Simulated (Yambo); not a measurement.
```
AlClO
1.0
    3.14730     0.00000     0.00000
    0.00000     3.63328     0.00000
    0.00000     0.00000     7.84507
O Al Cl
2 2 2
Cartesian
  1.57365   1.81664   7.45430
  0.00000   0.00000   0.39077
  1.57365   0.00000   7.01790
  0.00000   1.81664   0.82718
  0.00000   0.00000   5.33962
  1.57365   1.81664   2.50546
```

Cell and atoms were relaxed with PBE+D3(BJ) from Materials Project entry mp-27863, within its symmetry.

### Question
Where are the main features of Im ε from RPA with local fields on PBEsol bands (Yambo; 10×10×4 mesh, 68 bands, 3 Ry local-field block, 0.2 eV broadening; field along y)?

### Answer
Peaks at 8.9 eV (3.3), 11.5 eV (3.1), 15.1 eV (2.8), heights in brackets. Structure narrower than a few tenths of an eV can come from the finite k mesh. Convergence of the RPA response with its 10×10×4 mesh was not tested. No excitonic effects at this level.
